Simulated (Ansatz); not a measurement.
Relaxation of a relaxed Sb cell, doubled along one cell vector, shaken by Gaussian noise of σ = 0.08 Å a coordinate; 4 atoms in the cell, which starts as P1 (No. 1), aP4; a = 4.098 Å, b = 6.675 Å, c = 7.099 Å, α = 100.21°, β = 90.00°, γ = 107.88°. Level of theory: r2SCAN (plane waves to 500 eV, PAW, scalar-relativistic; Ansatz, a quantum-chemistry and plane-wave program). Γ-centred k-mesh 9×9×5 on the run's cell (coarser than for final values), Fermi–Dirac smearing 0.05 eV. This is the first round of the run. 

The optimiser's lines from the output (shortened; P is positive under compression):

```
relax step   1: F+E_penalty+E_count = -25996.18902885 eV  Δ(F+E_penalty+E_count) = +0.000e0 eV  max|allowed force component| = 1.840e0 eV/Å  Δτ_max = 0.0000 Å  P = +1.181 GPa  Ω = 181.589 Å³  (9 SCF iters, dr2 threshold 1.00e-7 eV, accepted)
relax step   2: F+E_penalty+E_count = -25996.44752307 eV  Δ(F+E_penalty+E_count) = -2.585e-1 eV  max|allowed force component| = 8.678e-1 eV/Å  Δτ_max = 0.1949 Å  P = -0.713 GPa  Ω = 181.980 Å³  (8 SCF iters, dr2 threshold 4.00e-7 eV, accepted)
relax step   3: F+E_penalty+E_count = -25996.52008657 eV  Δ(F+E_penalty+E_count) = -7.256e-2 eV  max|allowed force component| = 9.032e-2 eV/Å  Δτ_max = 0.0875 Å  P = +0.197 GPa  Ω = 173.439 Å³  (7 SCF iters, dr2 threshold 4.00e-7 eV, accepted)
relax step   4: F+E_penalty+E_count = -25996.52890063 eV  Δ(F+E_penalty+E_count) = -8.814e-3 eV  max|allowed force component| = 3.987e-2 eV/Å  Δτ_max = 0.0326 Å  P = +0.028 GPa  Ω = 180.035 Å³  (7 SCF iters, dr2 threshold 4.00e-7 eV, accepted)
relax step   5: F+E_penalty+E_count = -25996.52978708 eV  Δ(F+E_penalty+E_count) = -8.865e-4 eV  max|allowed force component| = 3.293e-3 eV/Å  Δτ_max = 0.0147 Å  P = -0.002 GPa  Ω = 181.633 Å³  (6 SCF iters, dr2 threshold 9.94e-8 eV, accepted)
relax step   6: F+E_penalty+E_count = -25996.53032895 eV  Δ(F+E_penalty+E_count) = -5.419e-4 eV  max|allowed force component| = 1.254e-2 eV/Å  Δτ_max = 0.0180 Å  P = -0.018 GPa  Ω = 183.124 Å³  (7 SCF iters, dr2 threshold 4.62e-9 eV, accepted)
relax step   7: F+E_penalty+E_count = -25996.53260894 eV  Δ(F+E_penalty+E_count) = -2.280e-3 eV  max|allowed force component| = 3.178e-2 eV/Å  Δτ_max = 0.0615 Å  P = -0.006 GPa  Ω = 186.047 Å³  (9 SCF iters, dr2 threshold 1.28e-8 eV, accepted)
relax step   8: F+E_penalty+E_count = -25996.53672190 eV  Δ(F+E_penalty+E_count) = -4.113e-3 eV  max|allowed force component| = 7.701e-2 eV/Å  Δτ_max = 0.0666 Å  P = +0.020 GPa  Ω = 186.881 Å³  (7 SCF iters, dr2 threshold 6.31e-8 eV, accepted)
relax step   9: F+E_penalty+E_count = -25996.54178063 eV  Δ(F+E_penalty+E_count) = -5.059e-3 eV  max|allowed force component| = 2.348e-1 eV/Å  Δτ_max = 0.0880 Å  P = -0.383 GPa  Ω = 183.430 Å³  (7 SCF iters, dr2 threshold 3.71e-7 eV, accepted)
relax step  10: F+E_penalty+E_count = -25996.54833243 eV  Δ(F+E_penalty+E_count) = -6.552e-3 eV  max|allowed force component| = 2.488e-1 eV/Å  Δτ_max = 0.0942 Å  P = +0.089 GPa  Ω = 180.584 Å³  (7 SCF iters, dr2 threshold 4.00e-7 eV, accepted)
relax step  11: F+E_penalty+E_count = -25996.56587094 eV  Δ(F+E_penalty+E_count) = -1.754e-2 eV  max|allowed force component| = 1.595e-1 eV/Å  Δτ_max = 0.0889 Å  P = -0.078 GPa  Ω = 172.556 Å³  (7 SCF iters, dr2 threshold 4.00e-7 eV, accepted)
relax step  12: F+E_penalty+E_count = -25996.57853786 eV  Δ(F+E_penalty+E_count) = -1.267e-2 eV  max|allowed force component| = 1.071e-1 eV/Å  Δτ_max = 0.1642 Å  P = +0.242 GPa  Ω = 161.895 Å³  (7 SCF iters, dr2 threshold 4.00e-7 eV, accepted)
relax step  13: F+E_penalty+E_count = -25996.59089852 eV  Δ(F+E_penalty+E_count) = -1.236e-2 eV  max|allowed force component| = 1.782e-1 eV/Å  Δτ_max = 0.1340 Å  P = +0.220 GPa  Ω = 154.727 Å³  (9 SCF iters, dr2 threshold 4.00e-7 eV, accepted)
relax step  14: F+E_penalty+E_count = -25996.60591583 eV  Δ(F+E_penalty+E_count) = -1.502e-2 eV  max|allowed force component| = 1.180e-1 eV/Å  Δτ_max = 0.0377 Å  P = +0.266 GPa  Ω = 150.233 Å³  (7 SCF iters, dr2 threshold 4.00e-7 eV, accepted)
relax step  15: F+E_penalty+E_count = -25996.62744400 eV  Δ(F+E_penalty+E_count) = -2.153e-2 eV  max|allowed force component| = 1.157e-1 eV/Å  Δτ_max = 0.0543 Å  P = +0.367 GPa  Ω = 143.961 Å³  (7 SCF iters, dr2 threshold 4.00e-7 eV, accepted)
relax step  16: F+E_penalty+E_count = -25996.66558390 eV  Δ(F+E_penalty+E_count) = -3.814e-2 eV  max|allowed force component| = 6.909e-2 eV/Å  Δτ_max = 0.0602 Å  P = -0.251 GPa  Ω = 140.930 Å³  (7 SCF iters, dr2 threshold 4.00e-7 eV, accepted)
relax step  17: F+E_penalty+E_count = -25996.70490817 eV  Δ(F+E_penalty+E_count) = -3.932e-2 eV  max|allowed force component| = 2.971e-1 eV/Å  Δτ_max = 0.0501 Å  P = +0.539 GPa  Ω = 134.728 Å³  (7 SCF iters, dr2 threshold 4.00e-7 eV, accepted)
relax step  18: F+E_penalty+E_count = -25996.74647154 eV  Δ(F+E_penalty+E_count) = -4.156e-2 eV  max|allowed force component| = 3.699e-1 eV/Å  Δτ_max = 0.1372 Å  P = -0.874 GPa  Ω = 130.220 Å³  (8 SCF iters, dr2 threshold 4.00e-7 eV, accepted)
relax step  19: F+E_penalty+E_count = -25996.67357336 eV  Δ(F+E_penalty+E_count) = +7.290e-2 eV  max|allowed force component| = 5.849e-1 eV/Å  Δτ_max = 0.1068 Å  P = +1.105 GPa  Ω = 123.940 Å³  (9 SCF iters, dr2 threshold 4.00e-7 eV, rejected (line search))
relax step  20: F+E_penalty+E_count = -25996.77484368 eV  Δ(F+E_penalty+E_count) = -2.837e-2 eV  max|allowed force component| = 1.120e-1 eV/Å  Δτ_max = 0.0586 Å  P = +0.067 GPa  Ω = 126.098 Å³  (13 SCF iters, accepted)
relax step  21: F+E_penalty+E_count = -25996.76909580 eV  Δ(F+E_penalty+E_count) = +5.748e-3 eV  max|allowed force component| = 7.604e-2 eV/Å  Δτ_max = 0.0416 Å  P = +0.276 GPa  Ω = 124.673 Å³  (7 SCF iters, dr2 threshold 4.00e-7 eV, rejected (line search))
relax step  22: F+E_penalty+E_count = -25996.78301788 eV  Δ(F+E_penalty+E_count) = -8.174e-3 eV  max|allowed force component| = 1.014e-2 eV/Å  Δτ_max = 0.0264 Å  P = +0.018 GPa  Ω = 126.498 Å³  (13 SCF iters, accepted)
relax step  23: F+E_penalty+E_count = -25996.78311942 eV  Δ(F+E_penalty+E_count) = -1.015e-4 eV  max|allowed force component| = 2.370e-3 eV/Å  Δτ_max = 0.0036 Å  P = +0.000 GPa  Ω = 126.461 Å³  (7 SCF iters, dr2 threshold 6.42e-9 eV, accepted)
relax step  24: F+E_penalty+E_count = -25996.78311956 eV  Δ(F+E_penalty+E_count) = -1.431e-7 eV  max|allowed force component| = 2.957e-3 eV/Å  Δτ_max = 0.0022 Å  P = -0.005 GPa  Ω = 126.555 Å³  (7 SCF iters, dr2 threshold 1.36e-9 eV, accepted)
relax step  25: F+E_penalty+E_count = -25996.78386998 eV  Δ(F+E_penalty+E_count) = -7.504e-4 eV  max|allowed force component| = 2.901e-3 eV/Å  Δτ_max = 0.0000 Å  P = -0.006 GPa  Ω = 126.555 Å³  stress off target by 1.58e-2 GPa  SCF on the basis re-selected at this cell (its energy is not comparable with the rows above)  (7 SCF iters)
```

From the first to the last row the energy changes by -0.15 eV/atom and the volume by -30.3 %. The last row is marked as not comparable with the walk above it, whose basis was carried along; it does compare with step 1, since both stand on a basis selected at the nominal cutoff for their own cell.

Steps 19, 21 were rejected by the optimiser.

Later rounds, restarted from the end of this one on a renewed k-mesh, logged 11 more steps and released under 0.01 eV/atom more. The final structure after all rounds: R-3m, hexagonal axes (No. 166), hR2, AFLOW prototype A_hR2_166_c (A7, as in As); a = 4.3414 Å, b = 4.3414 Å, c = 11.6113 Å, α = 90.00°, β = 90.00°, γ = 120.00°. Between re-selections the logged energies stand on a plane-wave basis carried along with the cell. No spin polarisation in the result.
